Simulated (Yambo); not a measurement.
LiBH₄ (space group P6_3mc, No. 186), G0W0@LDA in Yambo with this input:

```
rim_cut
gw0
dyson
el_el_corr
HF_and_locXC
ppa
em1d
RandQpts= 1000000
RandGvec= 1 Ry
EXXRLvcs= 76 Ry
VXCRLvcs= 304 Ry
Chimod= "HARTREE"
% BndsRnXp
 3 | 199 |
%
NGsBlkXp= 8 Ry
% LongDrXp
 1.0 | 1.0 | 1.0 |
%
PPAPntXp= 27.2114 eV
% GbndRnge
 1 | 199 |
%
GTermKind= "BG"
DysSolver= "n"
ExtendOut
```

On a 3×3×2 mesh, with wavefunctions cut at 76 Ry, the gap (Γ → Γ) is 9.751 eV and the valence edge shifts by -1.973 eV.

### Question
What happens with this change: 7 Ry block?

### Answer
The gap falls by 0.041 eV, to 9.710 eV; the shift of the valence edge becomes -1.925 eV. Neither run is shown to be the converged limit. The mesh misses a band edge: along a dense path the LDA gap is 6.36 eV against 6.54 eV on the mesh.

Geometry of the Materials Project entry, not relaxed at this level; primitive cell a = b = 4.2028 Å, c = 7.4201 Å, α = β = 90.00°, γ = 120.00°.

The structure is a Materials Project entry; no match was found in the copy of COD used, and its stability was not checked.

A shift is the quasiparticle energy of the state minus its LDA energy.
